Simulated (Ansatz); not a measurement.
**BaZn (Pm-3m): lattice vibrations**

```yaml
crystal:
  lattice:
    - [3.99326, 0.00000, 0.00000]
    - [0.00000, 3.99326, 0.00000]
    - [0.00000, 0.00000, 3.99326]
  atoms:
    - { symbol: Ba, position: [0.00000, 0.00000, 0.00000] }
    - { symbol: Zn, position: [0.50000, 0.50000, 0.50000] }
```

The conventional cell has a = 3.993 Å, b = 3.993 Å, c = 3.993 Å, α = 90.00°, β = 90.00°, γ = 90.00°. Ba (atom 1) is surrounded by 8 Zn at 3.46 Å. Zn (atom 2) has 8 Ba at 3.46 Å as nearest neighbours.

Unless marked otherwise, the numbers come from PBEsol, all-electron LAPW in Ansatz 0.2.0, scalar-relativistic. k mesh 10×10×10, Fermi-Dirac smearing of 0.100 eV, basis error target 0.5 meV/atom. The cell was relaxed by PAW under this functional, which moved its volume by -6 % from the database entry's. The structure is one entry of a database and needn't be the stable phase.

Atoms are displaced by 0.01 Å in the smallest supercells that hold the wave vectors of a 2×2×2 mesh. Negative values stand for unstable modes.

(1) What are the phonon energies at the solved wave vectors, in cm⁻¹?

(2) Is the structure dynamically stable at these wave vectors?

(3) How do the optical zone-centre modes decompose, and which are active?

(4) How well do frozen-core PAW files reproduce these all-electron values?

(5) The cell is scaled evenly to 62.722 and 64.632 Å³ (from 63.677), with free atoms relaxed and the shape held. What are the mode Grüneisen parameters γ = −d ln ω/d ln V?

Results:

(1) 

```json
{"q": "0.000 0.000 0.000", "point": "Gamma", "modes (cm⁻¹)": "105.1 (×3)"}
{"q": "0.500 0.000 0.000", "point": "X", "modes (cm⁻¹)": "59.1 (×2), 71.4, 84.3, 91.5 (×2)"}
{"q": "0.500 0.500 0.000", "point": "M", "modes (cm⁻¹)": "36.0 (×2), 51.2, 86.8 (×2), 89.8"}
{"q": "0.500 0.500 0.500", "point": "R", "modes (cm⁻¹)": "66.5 (×3), 81.2 (×3)"}
```

(2) Yes, no mode is unstable there; wave vectors off this mesh aren't tested.

(3) Point group m-3m: Γ_opt = T1u.

```csv
label,cm⁻¹,activity,mostly
T1u,105.1,IR,Zn (68 %)
```

In a metal the activity is that of symmetry alone; free carriers screen the infrared modes.

(4) With a cutoff of 420 eV and displacements of 0.0025 Å, the r.m.s. difference over the modes is 0.0 cm⁻¹; the largest difference is 66.5 (PAW) against 66.5 cm⁻¹ (LAPW).

(5) For the highest mode, 108.0 cm⁻¹ in the small cell and 102.4 in the large one give γ ≈ 1.77. From the change of the dynamical matrix on each mode:

```tsv
point	cm⁻¹	γ
Gamma	105.1	1.77
X	59.1	1.57
X	71.4	1.23
X	84.3	1.15
X	91.5	1.61
M	36.0	-2.21
M	51.2	1.89
M	86.8	2.05
M	89.8	1.64
R	66.5	1.79
R	81.2	0.48
```

Weighted by the modes' heat capacities at 300 K, the mean on this mesh is 1.06; it moves with the q mesh, and a coarse one overweights the zone boundary. Rows under −0.05 (1 here) are modes that soften under compression and pull towards negative thermal expansion.

Limits of these numbers: responses of metals move with mesh and smearing; the frozen-core PAW files of the compared runs were fitted under PBE, their cores solved anew for this functional.
